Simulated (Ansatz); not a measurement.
# Structure relaxation, TaGe2

The start is a relaxed TaGe2 cell shaken by Gaussian noise of σ = 0.08 Å a coordinate. A full variable-cell relaxation at zero pressure is run with r2SCAN (plane waves to 500 eV, PAW, scalar-relativistic; Ansatz, a first-principles code). The first steps use a coarse 6×6×4 k-mesh.

Input geometry:
```
TaGe2
1.0
    4.96726     0.00000     0.00000
   -2.48363     4.30177     0.00000
    0.00000     0.00000     6.74981
Ta Ge
3 6
Cartesian
  2.62310  -0.03532  -0.09659
  1.19983   2.21892   2.36365
 -1.09118   2.19022   4.41950
  0.15646   1.50289  -0.02564
  3.75130   0.74263   2.27616
  1.18845   3.68639   4.34418
  2.45554   2.84319  -0.03202
 -1.24837   3.47047   2.19836
  1.19338   0.69624   4.38830
```

- Initial pressure: +4 GPa (positive: the cell is compressed)
- Largest initial force: about 2.8 eV/Å, on Ta2 (atoms numbered as listed)
- Energy released: 0.10 eV/atom
- Relative to the parent: It returns to the parent structure, P6₂22 (No. 180)
- Shortest distances (start → end): The closest pairs of elements (up to four, under 3.6 Å), start → end: Ge–Ta 2.46 → 2.68 Å; Ge–Ge 2.48 → 2.65 Å; Ta–Ta 3.08 → 3.35 Å
- Optimiser moves: 7

Final values are on a 11×11×7 k-mesh of the relaxed cell. No spin polarisation in the result. The relaxed primitive cell holds an odd number of electrons. A magnetic state may lie lower.

The first start was generated by placing the elements on the sites of a structure type. A measured structure of TaGe2 has the same space group, P6₂22 (No. 180); the sites were not compared with it.
